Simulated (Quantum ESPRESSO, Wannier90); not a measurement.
Wannierisation of Sr2MgH6 (P-3m1)

Structure: Materials Project mp-644225, symmetrised, not relaxed again. Not found in the COD (Crystallography Open Database) copy used; not checked further. Computed values, not measurements, from PBEsol: Quantum ESPRESSO (norm-conserving PseudoDojo potentials, cutoff 68 Ry, spinors with spin-orbit coupling) on a Γ-centred 4×4×6 mesh, then Wannier90. Density: 12×12×8 mesh, cold smearing 0.01 Ry.

On the energy scale of pw.x, whose zero is arbitrary, the valence-band maximum lies at 5.40 eV.

Input w.win:

```
num_bands = 12
num_wann = 12
exclude_bands = 1-24,37-92
spinors = true
num_iter = 1000
conv_tol = 1.0e-6
conv_window = 4
write_hr = true
write_u_matrices = true
auto_projections = true
begin unit_cell_cart
ang
    5.4754399407    0.0000000000    0.0000000000
   -2.7377199704    4.7418700856    0.0000000000
    0.0000000000    0.0000000000    4.1884700000
end unit_cell_cart
begin atoms_frac
Sr  -0.3333333333  0.3333333333  0.2635300000
Sr   0.3333333333 -0.3333333333 -0.2635300000
Mg   0.0000000000  0.0000000000  0.0000000000
H   -0.1765400000 -0.3530800000 -0.2347500000
H    0.1765400000  0.3530800000  0.2347500000
H    0.3530800000  0.1765400000 -0.2347500000
H   -0.3530800000 -0.1765400000  0.2347500000
H   -0.1765400000  0.1765400000 -0.2347500000
H    0.1765400000 -0.1765400000  0.2347500000
end atoms_frac
mp_grid = 4 4 6
begin kpoints
0.0000000000 0.0000000000 0.0000000000
0.0000000000 0.0000000000 0.1666666667
0.0000000000 0.0000000000 0.3333333333
... (93 more lines: the 4x4x6 mesh through Gamma)
end kpoints
```

Input of pw2wannier90.x that gives the overlap and projection files (equivalent; here they were cut from one run over all bands):

```
&inputpp
  outdir = './out'
  prefix = 'pwscf'
  seedname = 'w'
  write_amn = .true.
  write_mmn = .true.
  atom_proj = .true.
  atom_proj_exclude = 1 2 3 4 5 6 7 8 9 10 11 12 13 14 15 16 17 18 19 20 21 22 23 24 25 26 27 28 29 30
/
```

Output w.wout (banner and timings cut):

```
                                    ------
                                    SYSTEM
                                    ------

                              Lattice Vectors (Ang)
                    a_1     5.475440   0.000000   0.000000
                    a_2    -2.737720   4.741870   0.000000
                    a_3     0.000000   0.000000   4.188470

                   Unit Cell Volume:     108.74870  (Ang^3)

                        Reciprocal-Space Vectors (Ang^-1)
                    b_1     1.147522   0.662522  -0.000000
                    b_2     0.000000   1.325044   0.000000
                    b_3     0.000000  -0.000000   1.500115

 *----------------------------------------------------------------------------*
 |   Site       Fractional Coordinate          Cartesian Coordinate (Ang)     |
 +----------------------------------------------------------------------------+
 | sr   1  -0.33333   0.33333   0.26353   |   -2.73772   1.58062   1.10379    |
 | sr   2   0.33333  -0.33333  -0.26353   |    2.73772  -1.58062  -1.10379    |
 | mg   1   0.00000   0.00000   0.00000   |    0.00000   0.00000   0.00000    |
 | h    1  -0.17654  -0.35308  -0.23475   |    0.00000  -1.67426  -0.98324    |
 | h    2   0.17654   0.35308   0.23475   |   -0.00000   1.67426   0.98324    |
 | h    3   0.35308   0.17654  -0.23475   |    1.44995   0.83713  -0.98324    |
 | h    4  -0.35308  -0.17654   0.23475   |   -1.44995  -0.83713   0.98324    |
 | h    5  -0.17654   0.17654  -0.23475   |   -1.44995   0.83713  -0.98324    |
 | h    6   0.17654  -0.17654   0.23475   |    1.44995  -0.83713   0.98324    |
 *----------------------------------------------------------------------------*
                                ------------
                                K-POINT GRID
                                ------------

             Grid size =  4 x  4 x  6      Total points =   96

 *---------------------------------- MAIN ------------------------------------*
 |  Number of Wannier Functions               :                12             |
 |  Number of Objective Wannier Functions     :                12             |
 |  Number of input Bloch states              :                12             |
 |  Output verbosity (1=low, 5=high)          :                 1             |
 |  Timing Level (1=low, 5=high)              :                 1             |
 |  Optimisation (0=memory, 3=speed)          :                 3             |
 |  Length Unit                               :               Ang             |
 |  Post-processing setup (write *.nnkp)      :                 F             |
 |  Using Gamma-only branch of algorithms     :                 F             |
 *----------------------------------------------------------------------------*
 *------------------------------- WANNIERISE ---------------------------------*
 |  Total number of iterations                :              1000             |
 |  Number of CG steps before reset           :                 5             |
 |  Trial step length for line search         :             2.000             |
 |  Convergence tolerence                     :         0.100E-05             |
 |  Convergence window                        :                 4             |
 |  Iterations between writing output         :                 1             |
 |  Iterations between backing up to disk     :               100             |
 |  Write r^2_nm to file                      :                 F             |
 |  Write xyz WF centres to file              :                 F             |
 |  Write on-site energies <0n|H|0n> to file  :                 F             |
 |  Use guiding centre to control phases      :                 F             |
 |  Use phases for initial projections        :                 F             |
 *----------------------------------------------------------------------------*
 *-------------------------------- PLOTTING ----------------------------------*
 |  Plotting Hamiltonian in WF basis          :                 T             |
 *----------------------------------------------------------------------------*

       ... (k-mesh section left out)

 Starting a new Wannier90 calculation ...

 Reading overlaps from w.mmn

 Reading projections from w.amn

 *------------------------------- WANNIERISE ---------------------------------*
 +--------------------------------------------------------------------+<-- CONV
 | Iter  Delta Spread     RMS Gradient      Spread (Ang^2)            |<-- CONV
 +--------------------------------------------------------------------+<-- CONV

 ------------------------------------------------------------------------------
 Initial State
  WF centre and spread    1  (  0.000000, -1.667052, -0.932733 )     1.78873172
  WF centre and spread    2  (  0.000000, -1.667052, -0.932733 )     1.78873172
  WF centre and spread    3  ( -0.000000,  1.667052,  0.932733 )     1.78873172
  WF centre and spread    4  ( -0.000000,  1.667052,  0.932733 )     1.78873172
  WF centre and spread    5  (  1.443709,  0.833526, -0.932733 )     1.78873172
  WF centre and spread    6  (  1.443709,  0.833526, -0.932733 )     1.78873172
  WF centre and spread    7  ( -1.443709, -0.833526,  0.932733 )     1.78873172
  WF centre and spread    8  ( -1.443709, -0.833526,  0.932733 )     1.78873172
  WF centre and spread    9  ( -1.443709,  0.833526, -0.932733 )     1.78873172
  WF centre and spread   10  ( -1.443709,  0.833526, -0.932733 )     1.78873172
  WF centre and spread   11  (  1.443709, -0.833526,  0.932733 )     1.78873172
  WF centre and spread   12  (  1.443709, -0.833526,  0.932733 )     1.78873172
  Sum of centres and spreads ( -0.000000,  0.000000,  0.000000 )    21.46478066

      0     0.215E+02     0.0000000000       21.4647806546  <-- CONV
        O_D=      0.0078215 O_OD=      0.2586487 O_TOT=     21.4647807 <-- SPRD
 ------------------------------------------------------------------------------
      1    -0.814E-02     0.0974822992       21.4566446791  <-- CONV
        O_D=      0.0064071 O_OD=      0.2519271 O_TOT=     21.4566447 <-- SPRD
      2    -0.108E-02     0.0426894841       21.4555686676  <-- CONV
        O_D=      0.0061132 O_OD=      0.2511450 O_TOT=     21.4555687 <-- SPRD
      3    -0.186E-03     0.0201897403       21.4553825110  <-- CONV
        O_D=      0.0060487 O_OD=      0.2510233 O_TOT=     21.4553825 <-- SPRD
      4    -0.357E-04     0.0091890300       21.4553468416  <-- CONV
        O_D=      0.0060379 O_OD=      0.2509985 O_TOT=     21.4553468 <-- SPRD
      5    -0.555E-05     0.0036405129       21.4553412892  <-- CONV
        O_D=      0.0060349 O_OD=      0.2509959 O_TOT=     21.4553413 <-- SPRD
       ... (lines left out)
      8    -0.156E-06     0.0005353633       21.4553389645  <-- CONV
        O_D=      0.0060336 O_OD=      0.2509949 O_TOT=     21.4553390 <-- SPRD
      9    -0.651E-07     0.0003453717       21.4553388995  <-- CONV
        O_D=      0.0060336 O_OD=      0.2509949 O_TOT=     21.4553389 <-- SPRD
     10    -0.240E-07     0.0002091349       21.4553388754  <-- CONV
        O_D=      0.0060336 O_OD=      0.2509948 O_TOT=     21.4553389 <-- SPRD
             <<<     Delta < 1.000E-06  over  4 iterations     >>>
             <<< Wannierisation convergence criteria satisfied >>>
 Final State
  WF centre and spread    1  (  0.000000, -1.666971, -0.932515 )     1.78794491
  WF centre and spread    2  (  0.000000, -1.666971, -0.932515 )     1.78794491
  WF centre and spread    3  ( -0.000000,  1.666971,  0.932515 )     1.78794491
  WF centre and spread    4  ( -0.000000,  1.666971,  0.932515 )     1.78794491
  WF centre and spread    5  (  1.443639,  0.833486, -0.932515 )     1.78794491
  WF centre and spread    6  (  1.443639,  0.833486, -0.932515 )     1.78794491
  WF centre and spread    7  ( -1.443639, -0.833486,  0.932515 )     1.78794491
  WF centre and spread    8  ( -1.443639, -0.833486,  0.932515 )     1.78794491
  WF centre and spread    9  ( -1.443639,  0.833486, -0.932515 )     1.78794491
  WF centre and spread   10  ( -1.443639,  0.833486, -0.932515 )     1.78794491
  WF centre and spread   11  (  1.443639, -0.833486,  0.932515 )     1.78794491
  WF centre and spread   12  (  1.443639, -0.833486,  0.932515 )     1.78794491
  Sum of centres and spreads ( -0.000000,  0.000000,  0.000000 )    21.45533888

         Spreads (Ang^2)       Omega I      =    21.198310457
        ================       Omega D      =     0.006033588
                               Omega OD     =     0.250994830
    Final Spread (Ang^2)       Omega Total  =    21.455338875
```
